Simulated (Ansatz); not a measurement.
Consider the following.

ZnSe:
```cif
data_Se2Zn2
_chemical_formula_sum 'Zn2 Se2'
_space_group_name_H-M_alt 'P 1'
_space_group_IT_number 1
_cell_length_a 4.96719
_cell_length_b 4.96719
_cell_length_c 4.21705
_cell_angle_alpha 90.000
_cell_angle_beta 90.000
_cell_angle_gamma 90.000
loop_
_space_group_symop_operation_xyz
  'x, y, z'
loop_
_atom_site_label
_atom_site_type_symbol
_atom_site_fract_x
_atom_site_fract_y
_atom_site_fract_z
_atom_site_occupancy
Zn1 Zn 0.50000 0.00000 0.07673 1
Zn2 Zn 0.00000 0.50000 0.92327 1
Se1 Se 0.00000 0.00000 0.00000 1
Se2 Se 0.50000 0.50000 0.00000 1
```

This is the r²SCAN+D4-relaxed structure.

### Question
All from plane-wave PAW r²SCAN+D4 (Ansatz code), unless another level is named. Estimate the electronic character.

### Answer
metallic (no gap).

### Question
Next, the density of states at the Fermi level?

### Answer
0.23 states/eV per atom (mean over ±0.08 eV).

### Question
And the formation energy from the elements (no fitted shifts)?

### Answer
-0.20 eV/atom.

Space group P4/nmm. A made-up cell: these elements were put on the sites of a structure type; the Crystallography Open Database copy checked does not list it. It is not the phase usual at ambient conditions (space group No. 216). The r²SCAN+D4 relaxation kept the symmetry of its start; its stability against distortions is not shown here. The references are the lowest solids computed at this level, not always the standard phases. Spin–orbit coupling is left out wherever it is not named.

Potentials: the later of the program's two PAW sets.
